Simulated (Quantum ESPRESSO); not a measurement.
pw.x input (Quantum ESPRESSO 7.5; PBEsol, PseudoDojo standard norm-conserving files, scalar-relativistic):

```
&CONTROL
  calculation = 'scf'
  pseudo_dir = './pseudo'
  outdir = './out'
  tprnfor = .true.
  tstress = .true.
/
&SYSTEM
  ibrav = 0
  nat = 4
  ntyp = 3
  ecutwfc = 84.0
  ecutrho = 336.0
  occupations = 'smearing'
  smearing = 'fd'
  degauss = 0.002
  nbnd = 17
/
&ELECTRONS
  conv_thr = 4e-10
/
ATOMIC_SPECIES
N 14.0070 N.upf
Al 26.9815 Al.upf
Ga 69.7230 Ga.upf
CELL_PARAMETERS angstrom
  3.142973914000   0.000000000000   0.000000000000
  0.000000000000   3.142973914000   0.000000000000
  0.000000000000   0.000000000000   4.423892966000
ATOMIC_POSITIONS crystal
N   0.500000000000   0.000000000000   0.739552870700
N   0.000000000000   0.500000000000   0.260447129300
Al   0.500000000000   0.500000000000   0.500000000000
Ga   0.000000000000   0.000000000000   0.000000000000
K_POINTS automatic
8 8 6 0 0 0
```

End of the output:

```

[...]
     the Fermi energy is    10.0441 ev
!    total energy              =    -198.98638084 Ry
     estimated scf accuracy    <          4.4E-11 Ry
     smearing contrib. (-TS)   =       0.00000000 Ry
     internal energy E=F+TS    =    -198.98638084 Ry
     The total energy is F=E-TS. E is the sum of the following terms:
     one-electron contribution =     -75.20732208 Ry
     hartree contribution      =      59.45353290 Ry
     xc contribution           =     -55.99921529 Ry
     ewald contribution        =    -127.23337638 Ry
     convergence has been achieved in  11 iterations
     Forces acting on atoms (cartesian axes, Ry/au):
     atom    1 type  1   force =     0.00000000    0.00000000    0.00007619
     atom    2 type  1   force =     0.00000000    0.00000000   -0.00007619
     atom    3 type  2   force =     0.00000000    0.00000000    0.00000000
     atom    4 type  3   force =     0.00000000    0.00000000    0.00000000
     Total force =     0.000108     Total SCF correction =     0.000001
     Computing stress (Cartesian axis) and pressure
          total   stress  (Ry/bohr**3)                   (kbar)     P=       -0.08
  -0.00000151  -0.00000000   0.00000000           -0.22       -0.00        0.00
  -0.00000000  -0.00000151   0.00000000           -0.00       -0.22        0.00
   0.00000000   0.00000000   0.00000135            0.00        0.00        0.20
```
In a gapped system the printed Fermi energy is only some level inside the gap.

Spin-orbit coupling is not included.

Geometry relaxed with PBEsol.
